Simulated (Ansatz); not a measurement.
Cu Kα1 powder pattern (kinematic, no thermal factors).
```
2θ (°)  relative intensity
 14.50                   9
 19.38                   5
 24.29                   3
 27.59                   7
 28.03                  13
 29.30                   8
 31.30                  12
 33.94                 100
 34.25                   2
 37.08                   5
 39.34                   1
 40.64                   5
 44.53                   5
 48.72                  32
 48.79                  32
 49.06                   2
 49.86                   2
 51.17                   2
 52.97                   2
 53.16                   1
 55.23                   2
 57.21                   2
 57.93                   1
 59.12                   2
 60.64                   5
 60.76                  17
 60.96                   2
 62.74                   1
 62.83                   1
 64.39                   1
 65.31                   1
 67.88                   1
 68.16                   1
 68.18                   1
 71.42                  10
 72.25                   1
 76.67                   2
 78.44                   1
 80.09                   2
 81.43                  12
 81.53                  14
 84.85                   1
 85.61                   1
 88.25                   1
```

The pattern is computed from a structure relaxed with Ansatz, DFT PBE, scalar-relativistic, plane waves, PAW. No spin polarisation. Its elements are Cd, Mg, S.

Question: Give the structure.

Answer: Mg₅CdS₆.
Space group P-3m1 (No. 164). a = 3.730 Å, b = 3.730 Å, c = 18.310 Å, α = 90.00°, β = 90.00°, γ = 120.00°
| atom | site | symmetry | x | y | z |
| --- | --- | --- | --- | --- | --- |
| Mg | 2d | 3m. | 0.3333 | 0.6667 | 0.8359 |
| Mg | 1a | -3m. | 0.0000 | 0.0000 | 0.0000 |
| Mg | 2d | 3m. | 0.3333 | 0.6667 | 0.3284 |
| Cd | 1b | -3m. | 0.0000 | 0.0000 | 0.5000 |
| S | 2d | 3m. | 0.6667 | 0.3333 | 0.9180 |
| S | 2c | 3m. | 0.0000 | 0.0000 | 0.2462 |
| S | 2d | 3m. | 0.6667 | 0.3333 | 0.4095 |

A pattern alone doesn't exclude other cells with like lines; this is the one computed.

The cell was found from a structure generator's guess, not taken from experiment.
